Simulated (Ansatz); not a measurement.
Trial structure of CdGaC4N4, not yet relaxed:

```cif
data_structure
_symmetry_space_group_name_H-M 'P 1'
_symmetry_Int_Tables_number 1
_cell_length_a 5.4796
_cell_length_b 5.4796
_cell_length_c 7.3023
_cell_angle_alpha 90.000
_cell_angle_beta 90.000
_cell_angle_gamma 96.432
_cell_volume 217.87
loop_
_atom_site_label
_atom_site_type_symbol
_atom_site_fract_x
_atom_site_fract_y
_atom_site_fract_z
_atom_site_occupancy
Cd1 Cd 0.50000 0.50000 0.50000 1
Ga1 Ga 0.00000 0.00000 0.00000 1
C1 C 0.81640 0.81640 0.81640 1
C2 C 0.18360 0.18360 0.18360 1
C3 C 0.81640 0.81640 0.18360 1
C4 C 0.18360 0.18360 0.81640 1
N1 N 0.70311 0.70311 0.70311 1
N2 N 0.29689 0.29689 0.29689 1
N3 N 0.70311 0.70311 0.29689 1
N4 N 0.29689 0.29689 0.70311 1
```

Computed with DFT PBE, scalar-relativistic, plane waves, PAW in Ansatz 0.2.0. Plane waves to 420 eV, a k mesh through Γ of 4×4×4 on the computed 10-atom cell and Gaussian smearing (0.10 eV); no spin polarisation.

Formation energies are uncorrected and refer to the elements' standard structures at the same level (N₂ as a molecule).

Task: What does a single point on this coarse mesh give?

Result: The pressure is 8.1 GPa (the mean over three directions, positive in compression), the largest force is 2.24 eV/Å, and the energy is +0.70 eV/atom against the elements. The shortest distance is 1.17 Å.

Task: Is it a good guess?

Result: A fair one: relaxing gains under 0.1 eV/atom (the start's value is from the coarse mesh, so the gain is rough) in 12 ionic steps and ends at +0.60 eV/atom on the finer mesh. The symmetry stays Cmmm (No. 65). The volume per atom grows by 10.2 %, from 21.8 to 24.0 Å³. The shortest distance stays 1.17 Å (C–N). Conventional cell: a = 7.661 Å, b = 8.143 Å, c = 7.695 Å. Cd is surrounded by 4 N at 2.23 Å; around Ga lie 4 C at 2.03 Å; C is surrounded by 1 N at 1.17 Å and 1 Ga at 2.03 Å; N is surrounded by 1 C at 1.17 Å and 1 Cd at 2.23 Å.

The last run used an 8×8×6 mesh (in the run's order of axes) for its 10-atom cell and Gaussian smearing of 0.10 eV. Weakly bound directions are ill-defined at this level, which has no dispersion term. An odd number of electrons in the primitive cell allows no gap without spin; a larger cell or a magnetic state could open one. The cell is a metal run without spin, though a test with spin on the coarse mesh kept 1.0 μB a cell, so a magnetic state probably lies lower. The reference form of C is held partly by dispersion forces, which this level lacks. The relaxation can't lower the symmetry of the start, and the grade says only how near the guess is to its own end. A structure relaxed within its symmetry needn't be a true minimum.
